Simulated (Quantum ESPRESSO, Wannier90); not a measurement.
Tight-binding from DFT: GeF₄ (I-43m)

```
begin unit_cell_cart
ang
   -2.6560000000    2.6560000000    2.6560000000
    2.6560000000   -2.6560000000    2.6560000000
    2.6560000000    2.6560000000   -2.6560000000
end unit_cell_cart
begin atoms_frac
Ge   0.0000000000  0.0000000000  0.0000000000
F    0.0000000000 -0.3694200000  0.0000000000
F    0.3694200000  0.3694200000  0.3694200000
F   -0.3694200000  0.0000000000  0.0000000000
F    0.0000000000  0.0000000000 -0.3694200000
end atoms_frac
```

Cell from Materials Project (mp-9816), symmetrised, no further relaxation. COD (Crystallography Open Database) has an entry of this formula and space group (matched by these alone). Method: PBEsol plane waves in Quantum ESPRESSO 7.5 (PseudoDojo norm-conserving files, 68 Ry, spinors with spin-orbit coupling), Bloch states on a 6×6×6 mesh through Γ, Wannier90 4.0.1. Density: 8×8×8 mesh, cold smearing 0.01 Ry.

A tight-binding model is made by disentanglement and projection with no localisation steps (num_iter = 0), so the 40 orbitals stay atom-like: hydrogen-like Ge: s;p; F: s;p, axes along x, y, z; frozen window up to 10.30 eV relative to the valence-band maximum. It follows pw.x to 0.6 meV rms for states up to 6.3 eV relative to the valence-band maximum. Matrix elements depend on this choice of orbitals and windows.

The 30 largest hoppings ⟨m,0|H|n,R⟩ between different sites (one of each Hermitian pair; signs follow the real orbitals' lobes; the list may end inside a set of equal values):

| m | n | R | distance of the centres (Å) | t (eV) | Im t (eV) |
|---|---|---|---|---|---|
| F2 s↑ | Ge1 px↑ | 0 0 0 | 1.46 | 1.906 | -0.008 |
| F2 s↑ | Ge1 py↑ | 0 0 0 | 1.46 | -1.906 | -0.008 |
| F2 s↓ | Ge1 px↓ | 0 0 0 | 1.46 | 1.906 | 0.008 |
| F2 s↓ | Ge1 py↓ | 0 0 0 | 1.46 | -1.906 | 0.008 |
| F3 s↑ | Ge1 px↑ | 0 0 0 | 1.46 | -1.906 | -0.008 |
| F3 s↑ | Ge1 py↑ | 0 0 0 | 1.46 | -1.906 | 0.008 |
| F3 s↓ | Ge1 px↓ | 0 0 0 | 1.46 | -1.906 | 0.008 |
| F3 s↓ | Ge1 py↓ | 0 0 0 | 1.46 | -1.906 | -0.008 |
| F4 s↑ | Ge1 px↑ | 0 0 0 | 1.46 | -1.906 | 0.008 |
| F4 s↑ | Ge1 py↑ | 0 0 0 | 1.46 | 1.906 | 0.008 |
| F4 s↓ | Ge1 px↓ | 0 0 0 | 1.46 | -1.906 | -0.008 |
| F4 s↓ | Ge1 py↓ | 0 0 0 | 1.46 | 1.906 | -0.008 |
| F5 s↑ | Ge1 px↑ | 0 0 0 | 1.46 | 1.906 | 0.008 |
| F5 s↑ | Ge1 py↑ | 0 0 0 | 1.46 | 1.906 | -0.008 |
| F5 s↓ | Ge1 px↓ | 0 0 0 | 1.46 | 1.906 | -0.008 |
| F5 s↓ | Ge1 py↓ | 0 0 0 | 1.46 | 1.906 | 0.008 |
| F2 s↑ | Ge1 pz↑ | 0 0 0 | 1.46 | 1.906 | 0.000 |
| F2 s↓ | Ge1 pz↓ | 0 0 0 | 1.46 | 1.906 | 0.000 |
| F3 s↑ | Ge1 pz↑ | 0 0 0 | 1.46 | -1.906 | 0.000 |
| F3 s↓ | Ge1 pz↓ | 0 0 0 | 1.46 | -1.906 | 0.000 |
| F4 s↑ | Ge1 pz↑ | 0 0 0 | 1.46 | 1.906 | 0.000 |
| F4 s↓ | Ge1 pz↓ | 0 0 0 | 1.46 | 1.906 | 0.000 |
| F5 s↑ | Ge1 pz↑ | 0 0 0 | 1.46 | -1.906 | 0.000 |
| F5 s↓ | Ge1 pz↓ | 0 0 0 | 1.46 | -1.906 | 0.000 |
| F2 pz↑ | Ge1 s↑ | 0 0 0 | 1.68 | -1.576 | 0.000 |
| F2 pz↓ | Ge1 s↓ | 0 0 0 | 1.68 | -1.576 | 0.000 |
| F2 px↑ | Ge1 s↑ | 0 0 0 | 1.68 | -1.576 | -0.002 |
| F2 px↓ | Ge1 s↓ | 0 0 0 | 1.68 | -1.576 | 0.002 |
| F2 py↑ | Ge1 s↑ | 0 0 0 | 1.68 | 1.576 | -0.002 |
| F2 py↓ | Ge1 s↓ | 0 0 0 | 1.68 | 1.576 | 0.002 |
